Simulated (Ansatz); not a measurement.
In DFT-PBE in the program Ansatz with PAW potentials, B in the orthorhombic phase (Cmce; B on 8f) relaxes to a = 2.938 Å, b = 5.325 Å, c = 3.263 Å.

Electronic character: metallic (no gap).

An equation-of-state fit gives a bulk modulus of 263 GPa.

The start of the workflow was typed in or built on a structure type; neither database checked (COD, Materials Project) lists it. It is not the phase usual at ambient conditions (space group No. 166). The cell was relaxed with PBE under the symmetry of its start; its stability against distortions is not shown here.

Potentials: the later of the program's two PAW sets.
